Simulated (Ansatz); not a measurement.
Two states of YbBi₂ClO₄

```
Cl Bi O Yb
1.0
     3.80063    0.01128    0.00342
     0.01128    3.81922   -0.03131
     0.00791   -0.07246    8.84074
Cl Bi O Yb
1 2 4 1
Direct
  0.96495 0.03072 0.50369
  0.45844 0.50306 0.72180
  0.58194 0.54629 0.26018
  0.59088 0.00420 0.85619
  0.05495 0.50546 0.82858
  0.50614 0.96257 0.16037
  0.03297 0.56278 0.14422
  0.98955 0.03229 0.00627
```

Level: r2SCAN; 500 eV; 5×5×2 (shifted by 0.5, 0, 0 steps) mesh; fermi-dirac occupations (width 0.1 eV); Ansatz 0.2.0, fixed geometry.

State A: Yb8 up (collinear spin). State B: no moments (no spin polarisation).

Task: Compare the two self-consistent states.

Result: State A is lower by 75.2 meV an atom at zero smearing; in free energy at this smearing B lies +60.8 meV an atom from A.

| state | free energy (meV/atom) | largest moment in a small sphere (μB) | net moment (μB/cell) | gap on mesh (eV) | pressure (GPa) | largest force (eV/Å) |
| --- | --- | --- | --- | --- | --- | --- |
| A | 0.0 | 0.89 | 0.99 | 0.68 | 19.4 | 8.58 |
| B | 60.8 | 0.00 | 0.00 | metal | 19.7 | 8.48 |

Origin: a strained cell with displaced atoms, so it need not be a known compound. Caveats: an odd or shifted mesh can miss the band edges, so this level's true gap may be smaller; no spin-orbit coupling, which can shift this gap by tenths of an eV; atoms or cell far from equilibrium; f shells without a U or exact exchange are poorly placed; odd electron count without spin polarisation, so a magnetic state may lie lower; the k mesh is coarse if the cell is a metal.
